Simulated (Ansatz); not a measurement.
A frame of Na2LiSCl from dynamics at 1800 K, with the forces (eV/Å) computed on a k mesh in the last three columns. Method: Ansatz, DFT PBE+D3(BJ), scalar-relativistic, plane waves, PAW.

Cutoff 420 eV; k points 3×3×3 on the computed 20-atom cell (Γ-centred); Fermi–Dirac smearing, width 0.16 eV; no spin polarisation.

```xyz
20
Lattice="7.409 0.014 0.167 0.014 7.254 0.109 0.167 0.109 7.722" Properties=species:S:1:pos:R:3:forces:R:3 pbc="T T T"
Na    0.687    6.608    5.168   -0.960    0.090    0.150
Na    0.873    4.774    2.995   -0.220   -0.180   -0.610
Na    5.030    5.820    7.491    0.650    0.200   -0.230
Na    1.682    1.674    2.780   -0.830   -0.700    0.900
Na    7.280    1.888    7.707   -0.400    0.070    0.140
Na    3.442    2.699    6.096    0.220   -0.010   -0.030
Na    2.428    6.142    7.764   -1.810   -1.550   -2.160
Na    5.163    7.180    3.472   -0.370   -0.230    0.160
S     1.072    1.722    5.283    0.250    0.670   -0.470
S     5.706    3.355    2.917    1.780   -0.470   -2.320
S     2.946    5.547    4.975    0.200   -1.630   -0.580
S     4.910    0.713    5.801    1.160    0.350    0.660
Li    4.257    2.101    1.562    0.580    0.020   -0.190
Li    1.392    3.802    5.446   -0.170    0.860    0.430
Li    6.323    2.397    4.597    0.330   -1.190    1.760
Li    4.029    4.247    3.291   -2.140    1.350    0.930
Cl    3.074    0.169    1.381    2.160    0.490    1.830
Cl    7.433    4.828    7.135   -0.260   -0.300   -0.050
Cl    7.287    6.916    1.940   -0.160    0.300    0.190
Cl    2.398    3.110    0.997   -0.020    1.850   -0.510
```

Static pressure 3.8 GPa (no kinetic part), a gap on the mesh of 1.06 eV.

Counting as bonded all pairs within 1.2 times the summed covalent radii, but none from a metal cation to another cation:

```
atom → neighbour mean count mean length (Å) spread (Å)
         Cl → Li        0.75             2.25        0.04
         Cl → Na        4.25             2.77        0.25
         Li → Cl        0.75             2.25        0.04
          Li → S        2.00             2.26        0.20
         Na → Cl        2.12             2.77        0.25
          Na → S        1.62             2.73        0.24
          S → Li        2.00             2.26        0.20
          S → Na        3.25             2.73        0.24
```

Angles between all pairs of such bonds at an atom (mean ± spread): 105 ± 31° at Cl, 120 ± 20° at Li, 107 ± 24° at Na, 102 ± 30° at S.

An odd mesh misses points on the zone edge, so a gap read on it can be too wide.

Cost: 1 run of about 0.38 core-minutes, on AMD EPYC 9R45 (Zen 5) (shared hosts).